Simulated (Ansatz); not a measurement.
## LaPb3: all-electron results

```
La Pb
1.0
     4.94832    0.00000    0.00000
     0.00000    4.94832    0.00000
     0.00000    0.00000    4.94832
La Pb
1 3
Direct
  0.00000 0.00000 0.00000
  0.00000 0.50000 0.50000
  0.50000 0.50000 0.00000
  0.50000 0.00000 0.50000
```

Atoms are numbered in the order listed.

The cell is the one relaxed in the Materials Project (mp-21432), not relaxed further here; entries there can be hypothetical.

Spin–orbit coupling is left out, though it moves levels of the heavy atoms by tenths of an eV or more.

Levels of theory: DFT, LDA, all-electron LAPW, scalar-relativistic (Ansatz 0.2.0); DFT, LDA, PAW with Ansatz's default frozen-core files, scalar-relativistic (Ansatz 0.2.0).

For LAPW: a Γ-centred 7×7×7 k mesh, Fermi–Dirac smearing of 0.08 eV, basis error target 1 meV/atom, no spin polarisation. PAW takes a cutoff of 420 eV at this cell (files made with PBE, cores remade for this functional). The Ansatz runs share mesh, smearing and spin set-up. Values come from LAPW unless marked.

```json
{
 "Bader charges (from the PAW run)": "La1 +1.20, Pb2 -0.40 e",
 "Volume per atom": "30.29 Å³"
}
```

**Question.** Predict this quantity. Band gap.

**Answer.** none: with an odd electron count and no spin polarisation the bands can't all be full, a metal in this set-up (spin order or a larger cell could open a gap).

**Question.** Give the computed value. Löwdin charges (with 0.06 e of the cell spilling out of the atomic basis, so their sizes and signs hang on that basis).

**Answer.** La1 0.25, Pb2 -0.06 e.

**Question.** Give the computed value. Density of states at the Fermi level (0.2 eV bin).

**Answer.** 2.68 states/eV per cell.

**Question.** Give the computed value. Pressure at this cell.

**Answer.** -3.67 GPa.
